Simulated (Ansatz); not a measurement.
Input:

C:
Space group P6₁22 (No. 178); a = 3.571 Å, b = 3.571 Å, c = 3.377 Å, α = 90.00°, β = 90.00°, γ = 120.00°

| atom | site | symmetry | x | y | z |
|---|---|---|---|---|---|
| C | 6b | ..2 | 0.4652 | 0.2326 | 0.0833 |

This is the PBE-relaxed structure.

Task: All from PBE (plane waves, PAW; program Ansatz), unless another level is named. Estimate the band gap.

Result: 4.13 eV (indirect).

Task: And the hole effective mass?

Result: 0.57, 0.79, 1.1 mₑ (principal values).

Task: What about the smallest direct gap on the standard path?

Result: 4.96 eV.

Task: Next, the conduction-band minimum?

Result: on the Γ–A line, 39 % of the way from Γ (2 equivalent valleys).

Task: Give the valence-band maximum.

Result: on the L–M line, 8 % of the way from L.

Space group P6_122. The start of the workflow was typed in or built on a structure type; neither database checked (COD, Materials Project) lists it. It is not the phase usual at ambient conditions (space group No. 194, 227). Symmetry was held in the PBE relaxation; its stability against distortions is not shown here.

Potentials: the earlier of the program's two PAW sets.
